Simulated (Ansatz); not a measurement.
CH3Cl on the (100) surface of Hf, space group P6_3/mmc (No. 194) (top face towards +c; held atoms: 1, 2, 3, 4, 5, 6), one molecule per 31.8 Å². Starting structure (heteroatom down, lowest atom Cl over a top Hf site; the molecule's atoms stand last):

```yaml
crystal:
  lattice:
    - [6.33970, 0.00000, 0.00000]
    - [0.00000, 5.01970, 0.00000]
    - [0.00000, 0.00000, 26.55320]
  atoms:
    - { symbol: Hf, position: [0.50000, 0.75000, 0.30128] }
    - { symbol: Hf, position: [0.00000, 0.75000, 0.30128] }
    - { symbol: Hf, position: [0.75000, 0.25000, 0.33574] }
    - { symbol: Hf, position: [0.25000, 0.25000, 0.33574] }
    - { symbol: Hf, position: [0.75000, 0.75000, 0.40467] }
    - { symbol: Hf, position: [0.25000, 0.75000, 0.40467] }
    - { symbol: Hf, position: [0.00000, 0.25000, 0.44033] }
    - { symbol: Hf, position: [0.50000, 0.25000, 0.44033] }
    - { symbol: Hf, position: [0.00000, 0.75000, 0.50643] }
    - { symbol: Hf, position: [0.50000, 0.75000, 0.50643] }
    - { symbol: Hf, position: [0.25000, 0.25000, 0.53924] }
    - { symbol: Hf, position: [0.75000, 0.25000, 0.53924] }
    - { symbol: C, position: [0.25000, 0.25000, 0.72973] }
    - { symbol: Cl, position: [0.25000, 0.25000, 0.66277] }
    - { symbol: H, position: [0.09732, 0.17104, 0.74366] }
    - { symbol: H, position: [0.38049, 0.12249, 0.74366] }
    - { symbol: H, position: [0.27219, 0.45647, 0.74366] }
```

Level of theory: DFT PBE+D3(BJ), scalar-relativistic, plane waves, PAW in Ansatz 0.2.0. Settings: cutoff 420 eV, Γ-centred mesh 3×4×1 on the computed 17-atom cell, Gaussian smearing of 0.10 eV; no spin polarisation. The cell repeats along c with a dipole correction in the vacuum.

E_ads is per molecule, from the clean relaxed slab and the free relaxed molecule; negative means bound; no zero-point or thermal terms, forces under 0.04 eV/Å, and the free molecule is spin-polarised where open-shell. Heights count from the highest slab atom.

Problem. What does it relax to?

Solution. E_ads = -1.04 eV; the molecule stays whole. Final structure after 41 steps:

```
CELL_PARAMETERS angstrom
6.33970 0.00000 0.00000
0.00000 5.01970 0.00000
0.00000 0.00000 26.55320
ATOMIC_POSITIONS crystal
Hf 0.50000 0.75000 0.30128
Hf 0.00000 0.75000 0.30128
Hf 0.75000 0.25000 0.33574
Hf 0.25000 0.25000 0.33574
Hf 0.75000 0.75000 0.40467
Hf 0.25000 0.75000 0.40467
Hf 0.00002 0.25023 0.43960
Hf 0.50002 0.25319 0.44028
Hf 0.00006 0.75036 0.50777
Hf 0.50006 0.75279 0.50527
Hf 0.24509 0.25012 0.53996
Hf 0.75492 0.24982 0.53993
C 0.50257 0.51618 0.66275
Cl 0.50040 0.20364 0.61843
H 0.35474 0.61760 0.65385
H 0.51219 0.43914 0.70119
H 0.64176 0.62684 0.65044
```

Each end is the local minimum that its start leads to.